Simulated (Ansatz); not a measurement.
Ansatz input file:

```yaml
crystal:
  lattice:
    - [4.8193242334, 0.0, 0.0]
    - [0.0, 4.8193242334, 0.0]
    - [0.0, 0.0, 4.8193242334]
  atoms:
    - { symbol: Al, position: [0.8441717374, 0.8441717374, 0.8441717374] }
    - { symbol: Al, position: [0.6558282626, 0.1558282626, 0.3441717374] }
    - { symbol: Al, position: [0.3441717374, 0.6558282626, 0.1558282626] }
    - { symbol: Al, position: [0.1558282626, 0.3441717374, 0.6558282626] }
    - { symbol: Pt, position: [0.153982811, 0.153982811, 0.153982811] }
    - { symbol: Pt, position: [0.346017189, 0.846017189, 0.653982811] }
    - { symbol: Pt, position: [0.653982811, 0.346017189, 0.846017189] }
    - { symbol: Pt, position: [0.846017189, 0.653982811, 0.346017189] }
basis:
  ecutwfc: 420
kpoints:
  mp_grid: { grid: [8, 8, 8] }
hamiltonian:
  xc: pbesol
scf:
  occupations: { method: gaussian, width: 0.1 }
output:
  forces: true
  stress: true
  eigenvalues: true
  write_density: true
  write_potential: true
  elf: true
  volumetric_format: npy
relax:
  adjacent_minimum: "off"
  f_tol: 0.01
  max_steps: 30
```

Run as
```bash
ansatz run input.yaml --threads 2 --pin off --max-ram 5120MiB --backend cpu --events-out ev --progress --plain --runs-dir out
```

The calculation used Ansatz, DFT PBEsol, scalar-relativistic, plane waves, PAW.

Abridged output (iterations and final results):

```
SCF iter   1: F=—  HF=-51641.787959 eV  |F-HF|=—  |Δ(HF+E_count)|=         —  Δρ=4.34e-3  dr2=8.34e-3  ethr=1.77e-3  ⟨swp⟩=7.7  Hψ=9511  notcnv=0  defer=13
SCF iter   2: F=—  HF=-51641.788089 eV  |F-HF|=—  |Δ(HF+E_count)|=   1.30e-4  Δρ=2.51e-3  dr2=3.09e-3  ethr=9.93e-6  ⟨swp⟩=1.9  Hψ=3178  notcnv=0  defer=20
SCF iter   3: F=—  HF=-51641.787759 eV  |F-HF|=—  |Δ(HF+E_count)|=   3.30e-4  Δρ=3.18e-4  dr2=1.59e-4  ethr=3.68e-6  ⟨swp⟩=2.3  Hψ=3356  notcnv=0  defer=20
SCF iter   4: F=—  HF=-51641.787596 eV  |F-HF|=—  |Δ(HF+E_count)|=   1.63e-4  Δρ=1.43e-4  dr2=1.90e-5  ethr=1.90e-7  ⟨swp⟩=2.4  Hψ=3264  notcnv=0  defer=20
SCF iter   5: F=-51641.787590 eV  HF=-51641.787590 eV  |F-HF|=4.29e-7  |Δ(HF+E_count)|=   5.99e-6  Δρ=3.43e-5  dr2=8.54e-7  ethr=2.26e-8  ⟨swp⟩=2.0  Hψ=3347  notcnv=0  defer=20
SCF iter   6: F=-51641.787590 eV  HF=-51641.787590 eV  |F-HF|=1.80e-8  |Δ(HF+E_count)|=   1.23e-7  Δρ=9.03e-6  dr2=5.33e-8  ethr=1.02e-9  ⟨swp⟩=11.0  Hψ=15367  notcnv=0
SCF 1 converged in 6 iterations: F = -51641.787590 eV  dr2 = 5.33e-8
relax step   1: F+E_penalty+E_count = -51641.78758983 eV  Δ(F+E_penalty+E_count) = +0.000e0 eV  max|allowed force component| = 1.783e-2 eV/Å  Δτ_max = 0.0000 Å  (6 SCF iters, dr2 threshold 2.50e-6 eV, accepted)
Initial density: handed on by an earlier stage of this run
Initial wavefunctions: those handed on with the density
SCF iter   1: F=—  HF=-51641.787890 eV  |F-HF|=—  |Δ(HF+E_count)|=         —  Δρ=1.01e-4  dr2=1.07e-5  ethr=1.20e-8  ⟨swp⟩=2.2  Hψ=6800  notcnv=0
SCF iter   2: F=—  HF=-51641.787761 eV  |F-HF|=—  |Δ(HF+E_count)|=   1.29e-4  Δρ=6.06e-5  dr2=4.03e-6  ethr=1.20e-8  ⟨swp⟩=1.0  Hψ=2176  notcnv=0
SCF iter   3: F=—  HF=-51641.787760 eV  |F-HF|=—  |Δ(HF+E_count)|=   1.27e-6  Δρ=8.54e-6  dr2=1.13e-7  ethr=4.80e-9  ⟨swp⟩=2.0  Hψ=3342  notcnv=0
SCF iter   4: F=-51641.787760 eV  HF=-51641.787760 eV  |F-HF|=4.24e-9  |Δ(HF+E_count)|=   3.18e-8  Δρ=2.81e-6  dr2=8.70e-9  ethr=1.19e-10  ⟨swp⟩=11.1  Hψ=13309  notcnv=0
SCF 2 converged in 4 iterations: F = -51641.787760 eV  dr2 = 8.70e-9
relax step   2: F+E_penalty+E_count = -51641.78776018 eV  Δ(F+E_penalty+E_count) = -1.703e-4 eV  max|allowed force component| = 4.879e-3 eV/Å  Δτ_max = 0.0021 Å  (4 SCF iters, accepted)
SCF converged after 4 iterations
Free energy (F): -51641.787760 eV
Harris-Foulkes:  -51641.787760 eV  (|F-HF|=4.24e-9)
Internal energy: -51641.780370 eV  (E = F + TS)
E sigma→0 (E₀):  -51641.784065 eV
Entropy (-TS):   -0.007390 eV (-0.924 meV/atom)
Fermi energy:    17.440770 eV
--- Per-component energies (eV) ---
  E_band       = -826.582836
  E_kinetic    = 2668.128020
  E_local      = -8514.908984  (includes V_loc(G=0)·N_el)
  E_nonlocal   = 847.431155
  E_hartree    = 3348.104141
  E_xc         = -1211.178802
  E_vxc        = -1342.337820  (∫ρ·V_xc dr)
  E_paw        = -39085.480025  (= ΣΔE_a)
  E_vpaw       = -1181.102613  (= ΣTr[D̂ρ^β])
  E_aug_tail   = 0.000708  (compensation charges beyond the density's cutoff)
  E_ewald      = -9695.101064
  E_core_change = 1.224481  (= ΣΔE_core)
  E_smearing   = -0.007390  (= −TS)
--- Forces (eV/Å), atoms counted from 1 ---
  atom   1  Al     0.00487853     0.00487853     0.00487853
  atom   2  Al    -0.00487853    -0.00487853     0.00487853
  atom   3  Al     0.00487853    -0.00487853    -0.00487853
  atom   4  Al    -0.00487853     0.00487853    -0.00487853
  atom   5  Pt     0.00266381     0.00266381     0.00266381
  atom   6  Pt    -0.00266381    -0.00266381     0.00266381
  atom   7  Pt     0.00266381    -0.00266381    -0.00266381
  atom   8  Pt    -0.00266381     0.00266381    -0.00266381
--- Stress (GPa, compression-positive) ---
        6.601353       0.000000       0.000000
        0.000000       6.601353       0.000000
        0.000000       0.000000       6.601353
  P = ⅓ Tr σ = 6.6014 GPa (66.014 kbar)
--- Band table (eV; the first three rows and the last of 45) ---
  k-point 0: bands = ["-81.3573", "-81.3496", "-81.3496", "-81.3496", "-35.6420", "-35.6420", "-35.6420", "-35.5887", "-35.5887", "-35.5887", "-35.5737", "-35.5305", "-35.5305", "-35.5018", "-35.5018", "-35.5018", "5.8975", "10.2917", "10.2917", "10.2917", "11.7482", "11.7482", "11.7482", "12.2320", "12.2320", "12.2320", "12.6298", "13.1503", "13.1503", "13.1621", "13.1621", "13.1621", "14.1854", "14.1854", "14.1854", "15.3153", "15.3153", "15.6425", "15.6425", "15.6425", "17.2514", "17.2514", "17.2514", "21.8016", "21.8016", "21.8016", "21.9584", "21.9584", "22.0676", "22.7903", "22.7903"]
  k-point 1: bands = ["-81.3571", "-81.3505", "-81.3495", "-81.3490", "-35.6479", "-35.6430", "-35.6340", "-35.5988", "-35.5914", "-35.5758", "-35.5754", "-35.5297", "-35.5280", "-35.5037", "-35.5036", "-35.5012", "6.0164", "9.9890", "10.3164", "10.4130", "11.5977", "11.6886", "11.8571", "12.0668", "12.1925", "12.5707", "12.7426", "12.7871", "12.8730", "13.0860", "13.3285", "13.5205", "14.0637", "14.2126", "14.4323", "15.2336", "15.2496", "15.2790", "15.6017", "16.1105", "16.8307", "17.1493", "18.0647", "20.9262", "21.2330", "21.3510", "21.3690", "21.8493", "22.1407", "22.6954", "22.9559"]
  k-point 2: bands = ["-81.3564", "-81.3516", "-81.3493", "-81.3487", "-35.6512", "-35.6454", "-35.6248", "-35.6047", "-35.5979", "-35.5804", "-35.5616", "-35.5278", "-35.5221", "-35.5083", "-35.5066", "-35.5021", "6.3676", "9.3773", "10.3681", "10.4734", "11.3538", "11.5916", "12.0272", "12.1563", "12.1958", "12.5023", "12.5377", "12.8122", "12.8220", "13.2800", "13.4088", "13.8224", "14.0225", "14.2710", "14.7332", "14.8847", "15.1054", "15.1166", "15.7426", "15.9633", "16.8738", "16.9919", "18.9170", "20.1253", "20.2683", "20.7618", "20.8764", "21.8914", "22.4209", "22.6012", "23.1283"]
  k-point 44: bands = ["-81.3515", "-81.3515", "-81.3515", "-81.3515", "-35.6385", "-35.6385", "-35.6385", "-35.6385", "-35.5665", "-35.5665", "-35.5665", "-35.5665", "-35.5038", "-35.5038", "-35.5038", "-35.5038", "9.8212", "9.8212", "9.8212", "9.8212", "11.1866", "11.1866", "11.1866", "11.1866", "12.3661", "12.3661", "12.3661", "12.3661", "12.8798", "12.8798", "12.8798", "12.8798", "14.6245", "14.6245", "14.6245", "14.6245", "14.8567", "14.8567", "14.8567", "14.8567", "16.6374", "16.6374", "16.6374", "16.6374", "24.0722", "24.0722", "24.0722", "24.0722", "24.7254", "24.7254", "24.7254"]
--- Relaxed structure (2 steps of the walk, 2 accepted, 0 SCFs on fresh bases) ---
  F+E_penalty+E_count = -51641.78776018 eV   max|allowed force component| = 4.879e-3 eV/Å
  atoms:
    - { symbol: Al, position: [0.84442659, 0.84442659, 0.84442659] }
    - { symbol: Al, position: [0.65557340, 0.15557340, 0.34442659] }
    - { symbol: Al, position: [0.34442659, 0.65557340, 0.15557340] }
    - { symbol: Al, position: [0.15557340, 0.34442659, 0.65557340] }
    - { symbol: Pt, position: [0.15399896, 0.15399896, 0.15399896] }
    - { symbol: Pt, position: [0.34600103, 0.84600103, 0.65399896] }
    - { symbol: Pt, position: [0.65399896, 0.34600103, 0.84600103] }
    - { symbol: Pt, position: [0.84600103, 0.65399896, 0.34600103] }
```

The relaxation met its thresholds.

The run took 11 s on 2 threads of Intel(R) Xeon(R) 6975P-C (Granite Rapids) (shared host), peak memory 0.55 GiB.

Spin–orbit coupling is left out, which can shift energies with elements as heavy as these.